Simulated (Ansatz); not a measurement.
Bi2Te3 (La2O3 or Ni2Al3 type, P-3m1), plane-wave PAW r²SCAN (Ansatz code), all energies at zero smearing, with the estimated change up to a 700 eV cutoff added, with one set of potentials and settings (totals compare only within such a set). Cell of 5 atoms (2 Bi, 3 Te): -45807.928 eV.

```json
[
 {"element": "Bi", "reference phase": "R-3m, 2 atoms in the cell", "E (eV/atom)": "-12411.0586"},
 {"element": "Te", "reference phase": "P3_121, 3 atoms in the cell", "E (eV/atom)": "-6994.8235"}
]
```

Formation energy per atom, worked out: (-45807.928 − 2×(-12411.0586) − 3×(-6994.8235))/5 = -0.268 eV/atom (-26 kJ per mol of atoms), at 0 K, without zero-point energy or fitted corrections.

A made-up cell: these elements were put on the sites of a structure type; neither database checked (COD, Materials Project) lists it. It is not the phase usual at ambient conditions (space group No. 166). The cell was relaxed with r²SCAN under the symmetry of its start; its stability against distortions is not shown here. The references are the lowest solids computed at this level, not always the standard phases. Spin–orbit coupling is left out wherever it is not named.

Potentials: the later of the program's two PAW sets.
